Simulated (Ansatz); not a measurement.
SiC (zinc blende), conventional cell a = 4.380 Å, b = 4.380 Å, c = 4.380 Å, α = 90.00°, β = 90.00°, γ = 90.00°. The calculation uses the primitive cell of 2 atoms, to which meshes and values per cell refer.

E(V) scan at fixed shape, V₀ the volume above. Symmetry pins the atoms to their sites.

The numbers are results of PBE (plane waves to 420 eV, PAW, scalar-relativistic; Ansatz, a first-principles code), not measurements. k mesh 13×13×13 (Γ-centred), Fermi-Dirac smearing 0.05 eV. The energy includes the smearing's −TS. SiC was relaxed with its symmetry unable to fall. The zero of ΔE is the relaxed starting cell.

```csv
V (Å³/atom),ΔE (meV/atom)
9.452,82.7
9.662,51.1
9.872,27.7
10.082,11.9
10.292,2.9
10.502,0.0
10.712,2.7
10.922,10.5
11.132,22.8
11.342,39.3
11.552,59.5
```

Q: What is the fitted pressure derivative B₀′?

A: 3.9.

Q: What bulk modulus B₀ follows from a third-order Birch-Murnaghan fit?

A: 212 GPa. Check by three points about V = 10.502 Å³/atom, step 0.210: d²E/dV² ≈ (2.9 − 2·0.0 + 2.7) meV / 0.210² = 0.127 eV/Å⁶, and V·d²E/dV² × 160.2 = 214 GPa.

(A scan under strain: stresses follow from slopes of the energy per volume, elastic moduli from its curvatures.)
